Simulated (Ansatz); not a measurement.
An Ansatz input:

```yaml
crystal:
  lattice:
    - [2.4549750712, 0.0, 0.0]
    - [-1.2274875356, 2.1260707773, 0.0]
    - [0.0, 0.0, 3.9891275734]
  atoms:
    - { symbol: Mn, position: [0.3333333333, 0.6666666667, 0.25], spin: 3.0 }
    - { symbol: Mn, position: [0.6666666667, 0.3333333333, 0.75], spin: 3.0 }
hamiltonian:
  xc: mr2scan
  pseudopotentials:
    kind: paw
    azcp:
      Mn: "pseudopotentials/Mn.paw.azcp"
basis:
  ecutwfc: 500
  fft_grid_basis: typed
kpoints:
  mp_grid: { grid: [24, 24, 13], shift: [0, 0, 0] }
magnetization:
  spin_polarized: true
scf:
  occupations: { method: fermi_dirac, width: 0.05 }
output:
  write_density: true
  write_potential: true
  elf: true
  volumetric_format: npy
```

and its output:

```
Engine: ansatz 0.2.0, aarch64-unknown-linux-gnu
Pseudopotentials: kind: paw
Pseudopotential: Mn, paw, valence charge 15, recommended cutoff 500 eV (meta_gga) 
Functional definition: m-r2SCAN
  exchange = m_r2scan_x
  correlation = m_r2scan_c
Crystal: 2 atoms, lattice volume = 20.821 Å³
Basis set: ecut = 500 eV, 549 PW (Γ), exchange–correlation on 72×72×120 points (64 copies of the dense FFT grid, shifted against one another)
Bands: 22, of which v1, the nominal top of the filled ones, is band 15 counted from 1 (14 counted from 0)
Symmetry: 24 space group operations
Space group: P63/mmc (ITA 194), of the structure as read, at distance tolerance 2.8e-5 Å
Magnetic group: BNS 194.263 (UNI 1493), of the structure as read, at distance tolerance 2.8e-5 Å
k-points: 427 of 7488
Non-local potential: Mn, projectors of the file, l = 0: 3, l = 1: 2, l = 2: 3, l = 3: 1
PAW form: soft (Blöchl's): semilocal exchange-correlation on the pseudo side does not see the compensation charge
PAW frozen core: Mn, regenerated for the run's functional (the file was generated under x = pbe(κ = 0.804, μ = 0.2195149727645171), c = pbe(β = 0.06672455060314922))
PAW one-centre angular grid: Mn, 590 points (default); XC on 160 Gauss nodes
Initial density: superposition of atomic densities (chi_scale 0.1, normalization cell)
Starting moments: Σ|m| = 6 μB on 2 of 2 sites
Initial wavefunctions: pseudopotential atomic-orbital guess
Functional: x = mr2scan, c = mr2scan; τ floored in thin density (d = 2e-4 eV/Å³)
SCF iter   1: F=—  HF=-7804.670850 eV  |F-HF|=—  |Δ(HF+E_count)|=         —  Δρ=1.80e-1 (↑1.80e-1 ↓5.40e-2)  dr2=4.02e0  dr2_τ=4.67e-2  dr2_m=2.09e0  M=3.953 μB ∫|m|=3.958 μB  β_m=0.88  ethr=3.10e-3  ⟨swp⟩=3.7  Hψ=67920  notcnv=0
Mixer restart at iter 1: flushing history
SCF iter   2: F=—  HF=-7803.246773 eV  |F-HF|=—  |Δ(HF+E_count)|=    1.42e0  Δρ=4.30e-2 (↑4.30e-2 ↓2.54e-2)  dr2=6.76e-1  dr2_τ=1.84e-2  dr2_m=4.41e-2  M=3.763 μB ∫|m|=3.780 μB  β_m=1.00  ethr=3.10e-3  ⟨swp⟩=3.2  Hψ=43290  notcnv=0  defer=873  κ⁻¹=1.0e0(r=1)
SCF iter   3: F=—  HF=-7804.304250 eV  |F-HF|=—  |Δ(HF+E_count)|=    1.06e0  Δρ=1.75e-2 (↑1.45e-2 ↓1.75e-2)  dr2=2.37e-2  dr2_τ=1.25e-3  dr2_m=3.36e-2  M=3.443 μB ∫|m|=3.467 μB  β_m=1.00  ethr=2.25e-3  ⟨swp⟩=2.3  Hψ=29229  notcnv=0  defer=872  κ⁻¹=9.3e-2(r=2)
SCF iter   4: F=—  HF=-7808.460594 eV  |F-HF|=—  |Δ(HF+E_count)|=         —  Δρ=2.41e-1 (↑2.41e-1 ↓1.92e-1)  dr2=4.89e-1  dr2_τ=1.29e-1  dr2_m=8.93e0  M=-0.148 μB ∫|m|=0.153 μB  β_m=1.00  ethr=7.89e-5  ⟨swp⟩=2.5  Hψ=31620  notcnv=0  defer=873
Mixer restart at iter 4: flushing history
SCF iter   5: F=—  HF=-7808.021710 eV  |F-HF|=—  |Δ(HF+E_count)|=   4.39e-1  Δρ=9.29e-2 (↑9.29e-2 ↓8.16e-2)  dr2=4.16e0  dr2_τ=8.06e-3  dr2_m=9.25e-3  M=0.012 μB ∫|m|=0.028 μB  β_m=0.30  ethr=1.67e-4  ⟨swp⟩=4.2  Hψ=51031  notcnv=0  defer=872
SCF iter   6: F=—  HF=-7806.840229 eV  |F-HF|=—  |Δ(HF+E_count)|=    1.18e0  Δρ=8.64e-3 (↑8.64e-3 ↓4.00e-3)  dr2=2.12e-2  dr2_τ=1.40e-2  dr2_m=2.81e-3  M=-0.008 μB ∫|m|=0.020 μB  β_m=0.33  ethr=1.67e-4  ⟨swp⟩=3.8  Hψ=52839  notcnv=0  defer=796  κ⁻¹=1.0e0(r=1)
...
WARN: the starting moments were not kept: the SCF closed with an absolute magnetisation of 6.0e-7 μB, where they sum to 6 μB in size (2 sites). That is at most 0.1 of that sum. Measured as dr2_m measures the in/out step, that magnetisation stands 2.6e-13 eV from none, at or under the dr2_threshold of 1.0e-7 eV: it is no larger than a step whose dr2_m would equal this threshold. The system may hold no moment; this SCF shows only that its start led to no more than that. To try another start: raise the starting moments (crystal.atoms[].spin, magnetization.per_species, magnetization.initial_magnetization, or on a non-collinear deck that types none of these the spinor_matrix: blocks that start its atoms; where the total moment is fixed, keep their sum and leave initial_magnetization as it is; typed ones take the place of any that the run laid by itself, positive ones on a crystal's lanthanoids without a Hubbard term where scf.initial_density.shell_occupations: [] is typed) or, if the notice of its spin-set hold's release reads "site moments contracting" or "site moments show no strong build", lengthen the hold (scf.mixing.spin_hold: { on: { confirm: 4 } }; for m-r²SCAN on two components see the key's manual first). Each may lead to a state that holds a moment. A second SCF, from the converged charge density, with the starting moments and any scf.initial_density.shell_occupations laid on it anew, would have followed, and was not run: the deck does not ask for one (magnetization.retry_lost_moments is false, the default). To let it run, set magnetization.retry_lost_moments: true and run the deck again, where that key's refused combinations let it; where memory then withholds it, that run's warning says so.
this state was not tested for a lower state beside it, because the mixer in use, unlike msr1, does not test its closes by its own steps (another_mixer; see scf.mixing.algorithm and scf.lower_state_search)
SCF converged after 18 iterations
Magnetization: 0.0000 μB (15.0000 up, 15.0000 down)
Absolute magnetization: 0.0000 μB (∫|ρ↑−ρ↓|, with the PAW one-centre terms)
Spin contamination: 0.0000 ħ² per cell (⟨S²⟩ above its minimum at these occupations)
Per-site moments (μB) at R_I (Å): [(2.496790935553758e-7, 1.0093405707212897), (2.4967909376178966e-7, 1.0093405707212897)]
Free energy (F): -7806.935555 eV
Harris-Foulkes:  -7806.935555 eV  (|F-HF|=1.82e-12)
Internal energy: -7806.915025 eV  (E = F + TS)
E sigma→0 (E₀):  -7806.925290 eV
Entropy (-TS):   -0.020530 eV (-10.265 meV/atom)
Fermi energy:    20.824872 eV
--- Per-component energies (eV) ---
  E_band       = -332.462928
  E_kinetic    = 619.156933
  E_local      = -3054.044593  (includes V_loc(G=0)·N_el)
  E_nonlocal   = 473.733317
  E_hartree    = 1275.673052
  E_xc         = -224.528825
  E_vxc        = -331.282049  (∫ρ·V_xc dr)
  E_paw        = -2610.886431  (= ΣΔE_a)
  E_vpaw       = -614.268489  (= ΣTr[D̂ρ^β])
  E_aug_tail   = -0.000008  (compensation charges beyond the density's cutoff)
  E_vtau       = 22.895855  (kinetic-family band-sum trace: ∫τ·v_τ [+ j·A + Jᵃ·Aᵃ] dr)
  E_ewald      = -4285.452383
  E_core_change = -0.566086  (= ΣΔE_core)
  E_smearing   = -0.020530  (= −TS)
  E_closure    = 0.000000  (closes the sum)
  Σ components = -7806.935555   (vs F -7806.935555, Δ=0.00e0)
--- Band table (eV; the first three rows and the last of 854) ---
  k-point 0 ↑: bands = ["-61.4498", "-61.2629", "-29.2717", "-28.4991", "-28.4991", "-28.3825", "-28.3825", "-28.3803", "11.9347", "15.9771", "19.7330", "19.8151", "19.8151", "20.3201", "20.3201", "20.9348", "20.9348", "21.3534", "22.6071", "22.6071", "30.7738", "42.5441"]
  k-point 1 ↑: bands = ["-61.4472", "-61.2656", "-29.2592", "-28.4974", "-28.4974", "-28.3937", "-28.3842", "-28.3842", "12.0030", "15.9681", "19.7058", "19.7915", "19.7915", "20.2940", "20.2940", "20.9920", "20.9920", "21.1661", "22.6048", "22.6048", "31.0696", "42.4677"]
  k-point 2 ↑: bands = ["-61.4392", "-61.2737", "-29.2222", "-28.4925", "-28.4925", "-28.4331", "-28.3892", "-28.3892", "12.2057", "15.9295", "19.6273", "19.7384", "19.7384", "20.2214", "20.2214", "20.6883", "21.1441", "21.1441", "22.5931", "22.5931", "31.8820", "42.2554"]
  k-point 426 ↓: bands = ["-61.2224", "-61.2224", "-29.0791", "-29.0791", "-28.9143", "-28.8815", "-28.5365", "-28.5365", "17.7451", "17.8219", "17.8219", "17.8540", "19.0396", "19.0396", "20.7843", "20.9637", "22.6423", "22.6423", "29.0852", "29.0852", "30.4661", "31.1803"]
```
